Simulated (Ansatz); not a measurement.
A relaxed structure of TePb is spoiled in several ways and relaxed again each time (noise and exchanges are one random draw each; pressure is positive under compression). These are PBE (plane waves to 420 eV, PAW, scalar-relativistic; Ansatz, a first-principles code) values and carry that method's errors.

Space group Fm-3m (No. 225); a = 6.570 Å, b = 6.570 Å, c = 6.570 Å, α = 90.00°, β = 90.00°, γ = 90.00°

```
atom  site  symmetry       x       y       z
----  ----  --------  ------  ------  ------
Te      4a      m-3m  0.0000  0.0000  0.0000
Pb      4b      m-3m  0.5000  0.5000  0.5000
```
(The calculation used a cell of 2 atoms; values per cell refer to that cell.)

```csv
change,first pressure (GPa),first V (Å³/atom),released (eV/atom),moves,outcome,final group,E − E(parent) (eV/atom)
with every coordinate shifted by Gaussian noise of σ = 0.2 Å,0.0,35.45,0.00,0,returns to the parent,I4mm (nearly Fm-3m),0.000
with every coordinate shifted by Gaussian noise of σ = 0.45 Å,12.1,35.45,0.73,6,returns to the parent,Cm (nearly Fm-3m),0.000
"deformed by the Cartesian strain tensor (xx, yy, zz, yz, xz, xy) = (-0.016, 0.001, 0.036, -0.019, -0.007, 0.029)",-0.5,36.13,0.02,3,returns to the parent,Fm-3m,0.000
"doubled along one cell vector, shaken by Gaussian noise of σ = 0.08 Å a coordinate",0.3,35.45,0.02,4,returns to the parent,Cm (nearly Fm-3m),0.000
```

First-step values come from each run's starting, coarser k-mesh (6×6×6, 6×3×6). The runs use different k-meshes, so differences are rounded accordingly. No spin polarisation in the result.
